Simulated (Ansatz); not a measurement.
A geometry of Nb away from equilibrium: step 2 of the relaxation of a relaxed Nb cell displaced along its unstable phonon at q = (0, 0, ½) of its primitive reciprocal cell (111i cm⁻¹), largest move 0.15 Å. These are PBE (plane waves to 420 eV, PAW, scalar-relativistic; Ansatz, a quantum-chemistry and plane-wave program) values and carry that method's errors. Γ-centred k-mesh 13×13×6 on the run's cell (coarser than for final values), Fermi–Dirac smearing 0.05 eV. The plane waves were selected for a different cell earlier on the path.

```
Nb
1.0
    2.86408     0.00000     0.00000
   -1.43204     2.50947     0.00000
    0.00000     0.00000     5.32026
Nb
2
Direct
  0.06935   0.13871   0.00000
  0.93065   0.86129   0.50000
```

Problem. What forces act on the atoms (eV/Å)?

Solution. 
```csv
atom,Fx,Fy,Fz
Nb1,0.00,0.76,0.00
Nb2,0.00,-0.76,0.00
```

The path ends in Cmcm (No. 63) (AFLOW prototype A_oC4_63_c (A20)). No spin polarisation in the result.

The run could not lose the symmetry of its start: the end is stationary, and may be a saddle point rather than a minimum.

The end of the path is a generated cell of Nb: the first start was made by placing the elements on the sites of a structure type, and the end was not matched to a known phase here, so it may be hypothetical. Known forms of Nb include space group No. 229.
